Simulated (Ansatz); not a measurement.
# Cs6AlSb3: Quadrupolar parameters

The cell is an entry of the Crystallography Open Database (COD), its atoms then relaxed with PBE in this cell.

```cif
data_Cs6AlSb3
_symmetry_space_group_name_H-M 'P2_1/m'
_symmetry_Int_Tables_number 11
_cell_length_a 10.8446
_cell_length_b 6.5069
_cell_length_c 12.7074
_cell_angle_alpha 90.000
_cell_angle_beta 100.950
_cell_angle_gamma 90.000
loop_
_atom_site_label
_atom_site_type_symbol
_atom_site_symmetry_multiplicity
_atom_site_Wyckoff_symbol
_atom_site_fract_x
_atom_site_fract_y
_atom_site_fract_z
Cs1 Cs 2 e 0.6195 0.2500 0.1748
Cs3 Cs 2 e 0.2549 0.2500 0.2831
Cs5 Cs 2 e 0.9575 0.2500 0.4223
Cs7 Cs 2 e 0.5978 0.2500 0.8653
Cs9 Cs 2 e 0.6311 0.2500 0.5186
Cs11 Cs 2 e 0.9470 0.2500 0.0521
Al Al 2 e 0.8248 0.7500 0.2209
Sb15 Sb 2 e 0.6885 0.7500 0.3764
Sb17 Sb 2 e 0.0720 0.7500 0.2683
Sb19 Sb 2 e 0.7124 0.7500 0.0173
```

One atom of each set is listed.

Level of theory: DFT, r2SCAN, plane waves and PAW, scalar-relativistic, 500 eV cutoff, Γ-centred 3×5×3 k-points, Fermi–Dirac smearing 0.02 eV (Ansatz 0.2.0).

C_Q = eQV_zz/h, which is 24.18 MHz for Q = 1 b and V_zz = 10²¹ V/m²; η = (V_xx − V_yy)/V_zz.

133Cs: I = 7/2, Q = -3.430 mb; Al-27: I = 5/2, Q = 146.6 mb; Sb-123: I = 7/2, Q = -692.0 mb. Nuclear quadrupole moments: year-2017 set (Pyykkö).

Question: Give the quadrupolar parameters of the distinct sites.

Answer: 

```json
{"site": "Cs1", "atoms": "2", "first shell": "7 Cs at 3.90–4.43 Å, 2 Al at 3.92 Å, 5 Sb at 3.95–4.12 Å", "V_zz (10²¹ V/m²)": "10.71", "η": "0.79", "C_Q (MHz)": "-0.889"}
{"site": "Cs3", "atoms": "2", "first shell": "4 Sb at 3.80–4.25 Å, 8 Cs at 3.96–4.58 Å", "V_zz (10²¹ V/m²)": "10.04", "η": "0.36", "C_Q (MHz)": "-0.833"}
{"site": "Cs5", "atoms": "2", "first shell": "6 Cs at 3.83–4.68 Å, 6 Sb at 4.00–4.33 Å, 3 Al at 4.22–4.70 Å", "V_zz (10²¹ V/m²)": "3.25", "η": "0.45", "C_Q (MHz)": "-0.270"}
{"site": "Cs7", "atoms": "2", "first shell": "5 Sb at 3.87–4.24 Å, 7 Cs at 3.90–4.49 Å, 1 Al at 4.51 Å", "V_zz (10²¹ V/m²)": "-6.40", "η": "0.17", "C_Q (MHz)": "0.531"}
{"site": "Cs9", "atoms": "2", "first shell": "4 Sb at 3.79–3.94 Å, 8 Cs at 3.96–4.58 Å", "V_zz (10²¹ V/m²)": "3.72", "η": "0.33", "C_Q (MHz)": "-0.309"}
{"site": "Cs11", "atoms": "2", "first shell": "6 Cs at 3.77–4.68 Å, 6 Sb at 3.96–4.31 Å, 3 Al at 4.25–4.63 Å", "V_zz (10²¹ V/m²)": "-1.83", "η": "0.44", "C_Q (MHz)": "0.152"}
{"site": "Al", "atoms": "2", "first shell": "3 Sb at 2.63–2.68 Å", "V_zz (10²¹ V/m²)": "4.36", "η": "0.12", "C_Q (MHz)": "15.4"}
{"site": "Sb15", "atoms": "2", "first shell": "1 Al at 2.68 Å", "V_zz (10²¹ V/m²)": "11.98", "η": "0.83", "C_Q (MHz)": "-200"}
{"site": "Sb17", "atoms": "2", "first shell": "1 Al at 2.63 Å", "V_zz (10²¹ V/m²)": "-14.30", "η": "0.64", "C_Q (MHz)": "239"}
{"site": "Sb19", "atoms": "2", "first shell": "1 Al at 2.64 Å", "V_zz (10²¹ V/m²)": "-15.03", "η": "0.91", "C_Q (MHz)": "252"}
```

At Al V_zz stands upright on the plane through its three neighbours (within 1°).

Without spin–orbit coupling (the program notes it for Cs and Sb) the gradients can shift somewhat, as the gap is small. With these PAW files V_zz is typically within 2 to 3 % of all-electron values, but misses above 10 % occur on Al, Sb.
